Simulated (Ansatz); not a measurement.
A geometry of Zn away from equilibrium: step 2 of the relaxation of a relaxed Zn cell, doubled along one cell vector, shaken by Gaussian noise of σ = 0.08 Å a coordinate. These are r2SCAN (plane waves to 500 eV, PAW, scalar-relativistic; Ansatz, a program for electronic structure) values and carry that method's errors. Γ-centred k-mesh 14×14×7 on the run's cell (coarser than for final values), Fermi–Dirac smearing 0.05 eV. The plane waves were selected for a different cell earlier on the path.

```xyz
2
Lattice="-0.0114 1.9185 1.9304 1.9156 -0.0168 1.9357 3.7468 3.7633 0.0509" Properties=species:S:1:pos:R:3 pbc="T T T"
Zn     0.0661     0.0904    -0.0634
Zn     1.8130     1.8828    -0.0686
```

Q: Give the Cartesian forces on all atoms (eV/Å).

A: 
```csv
atom,Fx,Fy,Fz
Zn1,-0.50,-0.46,0.25
Zn2,0.50,0.46,-0.25
```

The path ends in R-3m (No. 166) at a tolerance of 0.01 Å, Fm-3m (No. 225) at 0.1 Å. No spin polarisation in the result.

The run could not lose the symmetry of its start: the end is stationary, and may be a saddle point rather than a minimum.

The end of the path is a generated cell of Zn: the first start was made by placing the elements on the sites of a structure type, and the end was not matched to a known phase here, so it may be hypothetical. Known forms of Zn include space group No. 194.
